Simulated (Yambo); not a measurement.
Yambo input for SrCl$_{2}$ (fluorite, space group Fm-3m, No. 225) (a = b = c = 4.8076 Å, α = β = γ = 60.00°), on LDA (pw.x of Quantum ESPRESSO, ONCV potentials, no spin-orbit coupling) wavefunctions on a 8×8×8 mesh:

```
optics
chi
dipoles
kernel
FFTGvecs= 40 Ry
Chimod= "HARTREE"
NGsBlkXd= 4 Ry
% QpntsRXd
 1 | 1 |
%
% BndsRnXd
 1 | 61 |
%
GrFnTpXd= "R"
% EnRngeXd
 0.0 | 20.0 | eV
%
% DmRngeXd
 0.2 | 0.2 | eV
%
CGrdSpXd= 50
ETStpsXd= 161
% LongDrXd
 1.0 | 0.0 | 0.0 |
%
```

First lines of the file o-*.eps_q1_inv_rpa_dyson:

```
Absorption @ Q(1):   1.00000000     0.00000000     0.00000000    [q->0 direction]
#
# [ X ] Hartree size     :   89
# [GEN] GF Energies     : Slater exchange(X)+Perdew & Wang(C)
# [GEN] Green`s Function     : Retarded
#
# [GEN] Gauge     : Length
# [GEN] [r,Vnl] included     : yes
#
#    E[1] [eV]     Im(eps)     Re(eps)     Im(eps_o)     Re(eps_o)
#
     0.000000     -0.122399E-8     2.988478     0.63684E-18     3.507651
     0.125000     0.001153     2.988837     0.001521     3.508125
     0.250000     0.002310     2.989916     0.003047     3.509548
     0.375000     0.003473     2.991719     0.004581     3.511925
     0.500000     0.004647     2.994249     0.006129     3.515263
     0.625000     0.005834     2.997515     0.007696     3.519571
     0.750000     0.007039     3.001527     0.009285     3.524862
     0.875000     0.008265     3.006296     0.010903     3.531153
     1.000000     0.009516     3.011836     0.012554     3.538462
     1.125000     0.010797     3.018166     0.014244     3.546812
     1.250000     0.012112     3.025304     0.015980     3.556229
     1.375000     0.013466     3.033273     0.017766     3.566742
     1.500000     0.014864     3.042098     0.019612     3.578386
     1.625000     0.016311     3.051810     0.021523     3.591200
     1.750000     0.017815     3.062439     0.023508     3.605226
     1.875000     0.019381     3.074024     0.025576     3.620513
     2.000000     0.021017     3.086605     0.027736     3.637115
     2.125000     0.022732     3.100228     0.030001     3.655094
     2.250000     0.024534     3.114944     0.032381     3.674516
     2.375000     0.026435     3.130811     0.034891     3.695458
     2.500000     0.028445     3.147893     0.037546     3.718005
     2.625000     0.030578     3.166261     0.040363     3.742251
     2.750000     0.032850     3.185996     0.043363     3.768301
     2.875000     0.035277     3.207189     0.046567     3.796277
     3.000000     0.037880     3.229941     0.050003     3.826311
     3.125000     0.040682     3.254367     0.053701     3.858555
     3.250000     0.043711     3.280598     0.057696     3.893180
     3.375000     0.046998     3.308781     0.062030     3.930381
     3.500000     0.050582     3.339088     0.066753     3.970381
     3.625000     0.054510     3.371712     0.071924     4.013434
     3.750000     0.058837     3.406879     0.077615     4.059835
     3.875000     0.063632     3.444852     0.083914     4.109925
     4.000000     0.068981     3.485938     0.090929     4.164104
```
(The file goes on to the top of the energy range.) Convergence of the RPA response with its 8×8×8 mesh was not tested.

Geometry relaxed with LDA.
